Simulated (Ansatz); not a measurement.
A relaxation computed with Ansatz, from input to last step.

```yaml
crystal:
  lattice:
    - [3.4819163711, 0.0, 0.0]
    - [0.0, 3.4819163711, 0.0]
    - [0.0, 0.0, 6.1277386547]
  atoms:
    - { symbol: Zr, position: [0.5, 0.0, 0.2055] }
    - { symbol: Zr, position: [0.0, 0.5, 0.7945] }
    - { symbol: Fe, position: [0.5, 0.0, 0.6485], spin: 2.13 }
    - { symbol: Fe, position: [0.0, 0.5, 0.3515], spin: 2.13 }
    - { symbol: Os, position: [0.0, 0.0, 0.0] }
    - { symbol: Os, position: [0.5, 0.5, 0.0] }
basis:
  ecutwfc: 420
kpoints:
  mp_grid: { grid: [6, 6, 4] }
hamiltonian:
  xc: pbe
scf:
  occupations: { method: gaussian, width: 0.1 }
  lower_state_search: "off"
output:
  forces: true
  stress: true
  eigenvalues: true
  populations: true
magnetization:
  spin_polarized: true
relax:
  adjacent_minimum: "off"
  f_tol: 0.04
  max_steps: 70
  cell: { stress_tol: 0.4 }
```

```bash
ansatz run input.yaml --threads 1 --pin off --max-ram 2560MiB --backend cpu --events-out ev --progress --plain --runs-dir out
```

All numbers below come from DFT PBE, scalar-relativistic, plane waves, PAW (Ansatz).

Of 15 frames 10 are shown, positions in Å and forces in eV/Å; the SCF threshold varies from step to step. Steps run on the plane waves of an earlier cell, with a Pulay correction in the pressure. The basis is chosen afresh for the last frame, the zero of the energies, and at times for earlier ones too; energy and pressure can step there, also at an unchanged geometry. Here that happened at step 13 (-12 meV/atom, 1.5 GPa); frames between the last choice of the basis and such a step carry an error that grows, as the cell changes, to that size.

```xyz
6
Lattice="3.4819 0.0000 0.0000 0.0000 3.4819 0.0000 0.0000 0.0000 6.1277" Properties=species:S:1:pos:R:3:forces:R:3 pbc="T T T" step=1 free_energy_over_end_meV_per_atom=3901.32 pressure_GPa=176.24
Zr    1.7410    0.0000    1.2592    0.0000    0.0000   24.8542
Zr    0.0000    1.7410    4.8685    0.0000    0.0000  -24.8542
Fe    1.7410    0.0000    3.9738    0.0000    0.0000   -1.5888
Fe    0.0000    1.7410    2.1539    0.0000    0.0000    1.5888
Os    0.0000    0.0000    0.0000    0.0000    0.0000    0.0000
Os    1.7410    1.7410    0.0000    0.0000    0.0000    0.0000
6
Lattice="3.7912 0.0000 0.0000 0.0000 3.7912 0.0000 0.0000 0.0000 6.4863" Properties=species:S:1:pos:R:3:forces:R:3 pbc="T T T" step=3 free_energy_over_end_meV_per_atom=729.89 pressure_GPa=26.21
Zr    1.8956    0.0000    1.6938    0.0000    0.0000    4.3632
Zr    0.0000    1.8956    4.7925    0.0000    0.0000   -4.3632
Fe    1.8956    0.0000    4.3174    0.0000    0.0000    1.2091
Fe    0.0000    1.8956    2.1688    0.0000    0.0000   -1.2091
Os    0.0000    0.0000    0.0000    0.0000    0.0000    0.0000
Os    1.8956    1.8956    0.0000    0.0000    0.0000    0.0000
6
Lattice="3.8866 0.0000 0.0000 0.0000 3.8866 0.0000 0.0000 0.0000 6.4578" Properties=species:S:1:pos:R:3:forces:R:3 pbc="T T T" step=4 free_energy_over_end_meV_per_atom=398.71 pressure_GPa=8.26
Zr    1.9433    0.0000    1.8337    0.0000    0.0000    2.0339
Zr    0.0000    1.9433    4.6242    0.0000    0.0000   -2.0339
Fe    1.9433    0.0000    4.5040    0.0000    0.0000    1.5250
Fe    0.0000    1.9433    1.9539    0.0000    0.0000   -1.5250
Os    0.0000    0.0000    0.0000    0.0000    0.0000    0.0000
Os    1.9433    1.9433    0.0000    0.0000    0.0000    0.0000
6
Lattice="3.9163 0.0000 0.0000 0.0000 3.9163 0.0000 0.0000 0.0000 6.3259" Properties=species:S:1:pos:R:3:forces:R:3 pbc="T T T" step=6 free_energy_over_end_meV_per_atom=56.84 pressure_GPa=2.72
Zr    1.9581    0.0000    2.0947    0.0000    0.0000    1.4017
Zr    0.0000    1.9581    4.2312    0.0000    0.0000   -1.4017
Fe    1.9581    0.0000    4.8140    0.0000    0.0000   -0.1418
Fe    0.0000    1.9581    1.5119    0.0000    0.0000    0.1418
Os    0.0000    0.0000    0.0000    0.0000    0.0000    0.0000
Os    1.9581    1.9581    0.0000    0.0000    0.0000    0.0000
6
Lattice="3.8651 0.0000 0.0000 0.0000 3.8651 0.0000 0.0000 0.0000 6.4403" Properties=species:S:1:pos:R:3:forces:R:3 pbc="T T T" step=7 free_energy_over_end_meV_per_atom=35.09 pressure_GPa=4.23
Zr    1.9325    0.0000    2.2756    0.0000    0.0000   -0.0754
Zr    0.0000    1.9325    4.1647    0.0000    0.0000    0.0754
Fe    1.9325    0.0000    4.9799    0.0000    0.0000   -1.1276
Fe    0.0000    1.9325    1.4604    0.0000    0.0000    1.1276
Os    0.0000    0.0000    0.0000    0.0000    0.0000    0.0000
Os    1.9325    1.9325    0.0000    0.0000    0.0000    0.0000
6
Lattice="3.8553 0.0000 0.0000 0.0000 3.8553 0.0000 0.0000 0.0000 6.5522" Properties=species:S:1:pos:R:3:forces:R:3 pbc="T T T" step=9 free_energy_over_end_meV_per_atom=15.80 pressure_GPa=-1.84
Zr    1.9276    0.0000    2.2982    0.0000    0.0000   -0.0440
Zr    0.0000    1.9276    4.2540    0.0000    0.0000    0.0440
Fe    1.9276    0.0000    4.9884    0.0000    0.0000   -0.0741
Fe    0.0000    1.9276    1.5638    0.0000    0.0000    0.0741
Os    0.0000    0.0000    0.0000    0.0000    0.0000    0.0000
Os    1.9276    1.9276    0.0000    0.0000    0.0000    0.0000
6
Lattice="3.8218 0.0000 0.0000 0.0000 3.8218 0.0000 0.0000 0.0000 6.5713" Properties=species:S:1:pos:R:3:forces:R:3 pbc="T T T" step=10 free_energy_over_end_meV_per_atom=13.12 pressure_GPa=0.09
Zr    1.9109    0.0000    2.3102    0.0000    0.0000    0.0324
Zr    0.0000    1.9109    4.2611    0.0000    0.0000   -0.0324
Fe    1.9109    0.0000    4.9825    0.0000    0.0000    0.0056
Fe    0.0000    1.9109    1.5889    0.0000    0.0000   -0.0056
Os    0.0000    0.0000    0.0000    0.0000    0.0000    0.0000
Os    1.9109    1.9109    0.0000    0.0000    0.0000    0.0000
6
Lattice="3.8160 0.0000 0.0000 0.0000 3.8160 0.0000 0.0000 0.0000 6.5951" Properties=species:S:1:pos:R:3:forces:R:3 pbc="T T T" step=12 free_energy_over_end_meV_per_atom=12.99 pressure_GPa=-0.10
Zr    1.9080    0.0000    2.3218    0.0000    0.0000   -0.0013
Zr    0.0000    1.9080    4.2733    0.0000    0.0000    0.0013
Fe    1.9080    0.0000    5.0019    0.0000    0.0000   -0.0069
Fe    0.0000    1.9080    1.5932    0.0000    0.0000    0.0069
Os    0.0000    0.0000    0.0000    0.0000    0.0000    0.0000
Os    1.9080    1.9080    0.0000    0.0000    0.0000    0.0000
6
Lattice="3.8160 0.0000 0.0000 0.0000 3.8160 0.0000 0.0000 0.0000 6.5951" Properties=species:S:1:pos:R:3:forces:R:3 pbc="T T T" step=13 free_energy_over_end_meV_per_atom=0.67 pressure_GPa=1.36
Zr    1.9080    0.0000    2.3218    0.0000    0.0000   -0.0027
Zr    0.0000    1.9080    4.2733    0.0000    0.0000    0.0027
Fe    1.9080    0.0000    5.0019    0.0000    0.0000   -0.0007
Fe    0.0000    1.9080    1.5932    0.0000    0.0000    0.0007
Os    0.0000    0.0000    0.0000    0.0000    0.0000    0.0000
Os    1.9080    1.9080    0.0000    0.0000    0.0000    0.0000
6
Lattice="3.8317 0.0000 0.0000 0.0000 3.8317 0.0000 0.0000 0.0000 6.5973" Properties=species:S:1:pos:R:3:forces:R:3 pbc="T T T" step=15 free_energy_over_end_meV_per_atom=0.00 pressure_GPa=0.11
Zr    1.9159    0.0000    2.3172    0.0000    0.0000   -0.0080
Zr    0.0000    1.9159    4.2801    0.0000    0.0000    0.0080
Fe    1.9159    0.0000    5.0111    0.0000    0.0000   -0.0110
Fe    0.0000    1.9159    1.5863    0.0000    0.0000    0.0110
Os    0.0000    0.0000    0.0000    0.0000    0.0000    0.0000
Os    1.9159    1.9159    0.0000    0.0000    0.0000    0.0000
```

The start puts this composition into another compound's structure type, which needn't suit it. The cell swells from 12.4 to 16.1 Å³ an atom, so the end can be far from any stable crystal. At the end the space group is P4/nmm (tolerance 0.05 Å).

It took 4.4 min on 1 thread of Intel(R) Xeon(R) Platinum 8488C (Sapphire Rapids) (shared host), peak memory 0.66 GiB.

The k mesh is coarse. Spin-orbit coupling is left out, which matters for the bands of heavy elements. Only parallel moments were tried here.